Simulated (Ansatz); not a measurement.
This Al5Ni structure is the end of a relaxation. The cell was found from a structure generator's guess, not taken from experiment.

All numbers below come from DFT PBE, scalar-relativistic, plane waves, PAW (Ansatz 0.2.0). Cutoff 420 eV, Γ-centred mesh, Gaussian smearing, no spin polarisation.

```
Al Ni
1.0
     1.94962   -5.90459    0.00000
     1.94962    5.90459    0.00000
     0.00000    0.00000    3.90479
Al Ni
5 1
Direct
  0.83961 0.16039 0.00000
  0.16039 0.83961 0.00000
  0.34226 0.65774 0.50000
  0.50000 0.50000 0.00000
  0.65774 0.34226 0.50000
  0.00000 0.00000 0.50000
```

Energies over the elements count from the elements' standard structures at the same level, with no fitted energy shifts.

Task: What space group does it have?

Result: Cmmm (No. 65), with Al and Ni ordered on fcc sites. Conventional cell: a = 3.899 Å, b = 11.809 Å, c = 3.905 Å. Around Al on a site of symmetry m2m lie 10 Al at 2.72–2.90 Å and 2 Ni at 2.72 Å; Al on a second site of symmetry m2m is surrounded by 2 Ni at 2.70 Å and 10 Al at 2.70–2.92 Å; around Al on a site of symmetry mmm lie 8 Al at 2.70–2.72 Å and 4 Ni at 2.76 Å; Ni is surrounded by 12 Al at 2.70–2.76 Å.

Task: What is its formation energy per atom?

Result: −0.14 eV/atom.

Task: Is it a metal?

Result: Yes, bands cross the Fermi level on the 10×10×10 mesh.

The last run used a 10×10×10 mesh for its 6-atom cell and Gaussian smearing of 0.10 eV. Trial moments died out on the coarse mesh, so the last step has no spin; another magnetic start might hold. A later test with randomly moved atoms ended 2 meV/atom lower on a coarse mesh, in P-1 at a loose tolerance, which is no clear verdict on its stability. Another cell of Al5Ni relaxed alike, in Cmmm, lies 17 meV/atom lower, so this cell isn't the stable form at this level.
